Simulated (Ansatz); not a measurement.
# Pd: elastic constants from stress and strain

```xyz
1
Lattice="0.0000 1.9449 1.9449 1.9449 0.0000 1.9449 1.9449 1.9449 0.0000" Properties=species:S:1:pos:R:3 pbc="T T T"
Pd    0.0000    0.0000    0.0000
```

The cell is COD entry 9008478, as deposited and not checked against the literature; nothing was relaxed.

Spin polarisation is left out, and whether a magnetic state lies lower isn't shown here.

Computed with Ansatz 0.2.0, DFT, PBEsol, all-electron LAPW, scalar-relativistic.

Sampling and basis: a Γ-centred 18×18×18 k mesh, Fermi–Dirac smearing of 0.05 eV, basis error target 0.25 meV/atom, no spin polarisation.

The unstrained cell is at -2.26 GPa. Large strains and very small stresses are left out. Each strain is applied once, with fractional coordinates held (clamped ions), and σ below is the change of stress, positive in tension. One finite strain gives stress–strain coefficients at this pressure with an error of the order of the strain times third-order constants, a few per cent for each per cent of strain. In a metal the k mesh adds noise of tens of per cent to soft shears.

(1) Estimate the stiffness probed by this change, and the stress that it gives: equal xy, yz and zx engineering shear strains of -1 %.

(2) Estimate the stiffness probed by this change, and the stress that it gives: equal xy, yz and zx engineering shear strains of +1 %.

Results:

(1) σxy = -0.73 GPa and γxy = 2εxy = -0.0100, so C44 (clamped ions) = σxy/γxy = 73 GPa.

(2) σxy = 0.74 GPa and γxy = 2εxy = 0.0100, so C44 (clamped ions) = σxy/γxy = 74 GPa.
